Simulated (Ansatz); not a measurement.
# Computed properties of BaC$_{2}$

BaC$_{2}$:
```
CELL_PARAMETERS angstrom
      2.54169     1.46745     2.45404
     -2.54169     1.46745     2.45404
      0.00000    -2.93489     2.45404
ATOMIC_POSITIONS crystal
  Ba 0.00000 0.00000 0.00000
  C  0.58592 0.58592 0.58592
  C  0.41408 0.41408 0.41408
```

Space group R-3m (No. 166); conventional cell a = b = 5.083 Å, c = 7.362 Å, α = β = 90.00°, γ = 120.00°.

Method: plane-wave PAW PBEsol (Ansatz code). The cell and atoms are relaxed at this level. Other levels are named where they apply.

Cell and energy:

* **Volume per atom**: 18.31 Å³
* **Density**: 4.88 g/cm³
* **Formation energy from the elements (no fitted shifts)**: 0.18 eV/atom

Electronic structure:

* **Band gap**: 1.18 eV (indirect)
* **Valence-band maximum**: at T
* **Conduction-band minimum**: at Γ
* **Smallest direct gap on the standard path**: 2.04 eV
* **Electron effective mass, band 1 of 2 at the edge**: 0.70 along x, 0.37 along z (mₑ)
* **Electron effective mass, band 2 of 2 at the edge**: 0.32 along x, 0.37 along z (mₑ)
* **Electron effective mass with spin–orbit coupling**: 0.36, 0.45, 0.45 mₑ (principal values)
* **Weight of the conduction-edge state by species (Voronoi cells)**: C 54 %, Ba 46 %
* **Hole effective mass**: 0.48, 5.6, 5.6 mₑ (principal values)
* **Hole effective mass with spin–orbit coupling**: 0.48, 5.7, 5.7 mₑ (principal values)
* **Weight of the valence-edge state by species (Voronoi cells)**: C 93 %, Ba 7 %
* **HSE06 gap on the PBEsol cell**: 2.49 eV
* **Gap with spin–orbit coupling**: 1.18 eV

Mechanics:

- Bulk modulus (Birch–Murnaghan fit) = 527 kbar
- Pressure derivative B′ = 4.4
- Elastic constants (relaxed ions, GPa) = C11 = 86.4, C12 = 30.1, C13 = 32.7, C14 = 6.5, C33 = 128, C44 = 23.6
- Mechanical stability = stable (all eigenvalues of C positive)
- Hill bulk and shear moduli = 53.7 and 27.4 GPa
- Young's modulus = 70.2 GPa
- Poisson's ratio = 0.28
- Debye temperature from the elastic constants = 298 K

Dielectric response:

* **Electronic dielectric constant ε∞ (DFPT)**: 4.70 (xx = yy), 5.46 (zz)
* **Static dielectric constant ε0 (ions relaxed, cell fixed)**: 16.8 (xx = yy), 17.1 (zz)
* **Born charges (a third of the trace)**: Ba +2.76, C -1.38 e

Phonons:

- Highest zone-centre frequency (without LO–TO term) = 1824 cm^-1
- Zone-centre stability = no imaginary mode at Γ
- Dynamical stability on the path = stable (no imaginary branch)
- Zero-point energy = 67.3 meV/atom
- Vibrational entropy at 300 K = 29.9 J/(K·mol of atoms)

The first step of the workflow began from a Materials Project structure, measured or hypothetical; the Crystallography Open Database copy checked does not list it. Its standing as an ambient phase is unchecked. The cell was relaxed with PBEsol under the symmetry of its start. Its formation energy is positive at this level, so the cell may be metastable or incomplete. The references are the lowest solids computed at this level, not always the standard phases. Scalar-relativistic: spin–orbit coupling is off unless named, which matters more the heavier the elements.

Potentials: the later of the program's two PAW sets.
